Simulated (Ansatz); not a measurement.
## Guessed and relaxed cells of MgTl2Se2

The cell of MgTl2Se2 is invented: random cell by space group and Wyckoff sites (P4/mmm, No. 123). Its size is a rough estimate.

POSCAR.start

```
Mg Tl Se
1.0
     4.36671    0.00000    0.00000
     0.00000    4.36671    0.00000
     0.00000    0.00000    5.05973
Mg Tl Se
1 2 2
Cartesian
  0.0000 0.0000 2.5299
  0.0000 2.1834 2.5299
  2.1834 0.0000 2.5299
  0.0000 0.0000 0.0000
  2.1834 2.1834 0.0000
```

Method: DFT PBE, scalar-relativistic, plane waves, PAW in Ansatz. Cutoff 420 eV, Gaussian smearing, Γ-centred meshes. Cell and atoms relax first on a coarse mesh and then on a finer one. In between, the cell is made exact in the group found at 0.06 Å. In metals the finer mesh still leaves noise of several meV/atom or more. The steps can't lower the symmetry of their start. No spin polarisation.

POSCAR.end

```
Mg Tl Se
1.0
     5.92536    0.00000    0.00000
     0.00000    5.92536    0.00000
     0.00000    0.00000    4.67531
Mg Tl Se
1 2 2
Direct
  0.00000 0.00000 0.50000
  0.00000 0.50000 0.50000
  0.50000 0.00000 0.50000
  0.00000 0.00000 0.00000
  0.50000 0.50000 0.00000
```

The symmetry stays P4/mmm (No. 123). The volume per atom grows by 70.1 %, from 19.3 to 32.8 Å³. The shortest distance goes from 2.18 Å (Mg–Tl) to 2.34 Å (Mg–Se). The ratio c/a of the conventional cell changes by a factor of 0.68. The energy falls by about 1.5 eV/atom (the start's value is from the coarse mesh).

```yaml
Volume_per_atom: 32.83 Å³
Density: 5.98 g/cm³
Formation_energy: +0.05 eV/atom
Gap_on_the_6×6×8_mesh_of_the_5-atom_cell: 0 eV (a metal)
```

The zero of energy is the elements' standard structures at the same level; no fitted shifts are applied. The separate elements lie lower, so it is unstable against them.

The last run used Gaussian smearing of 0.10 eV. Spin–orbit coupling, which can matter for Tl, is left out. The reference form of Se is held partly by dispersion forces, which this level lacks. A structure relaxed within its symmetry needn't be a true minimum. In all, the 3 runs took 5.4 min on 1 thread of Arm Neoverse N1, on a shared host.
